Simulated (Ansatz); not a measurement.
OsO$_{2}$:
```xyz
6
Lattice="4.4540 0.0000 0.0000 0.0000 4.4540 0.0000 0.0000 0.0000 3.1815" Properties=species:S:1:pos:R:3 pbc="T T T"
Os     0.0000     0.0000     0.0000
Os     2.2270     2.2270     1.5907
O      1.3752     1.3752     0.0000
O      0.8518     3.6021     1.5907
O      3.0788     3.0788     0.0000
O      3.6021     0.8518     1.5907
```

Relaxed with PBEsol. Special points in fractions of this cell's reciprocal vectors: Γ (0.000, 0.000, 0.000); X (0.000, 0.500, 0.000); M (0.500, 0.500, 0.000); Z (0.000, 0.000, 0.500); R (0.000, 0.500, 0.500); A (0.500, 0.500, 0.500).

List the band energies nearest the Fermi level at these points for PBEsol (plane waves, PAW; program Ansatz).

In eV from the Fermi level; about four levels below and three above (degenerate sets whole), none deeper than 8.9 eV; points with the same levels are listed once.

```tsv
k	below	above
Γ	-1.31 -1.31 -1.25 -1.15	2.26 2.28 4.42
X	-0.60 -0.60 -0.27 -0.27	0.58 0.58 4.76 4.76
M	-1.34 -1.34 -1.25 -1.25	0.93 0.93 3.85 3.85
Z	-4.06 -4.06 -0.71 -0.71	0.16 0.16 1.07 1.07
R	-1.81 -1.81 -0.50 -0.50	1.42 1.42 2.61 2.61
A	-0.57 -0.57 -0.54 -0.54	0.41 0.41 3.41 3.41
```

Space group P4_2/mnm (rutile). The workflow started from an entry of the Crystallography Open Database (COD). Its standing as an ambient phase is unchecked. The PBEsol relaxation kept the symmetry of its start; its stability against distortions is not shown here. No spin polarisation was allowed. Spin–orbit coupling is left out wherever it is not named.

Potentials: the later of the program's two PAW sets.
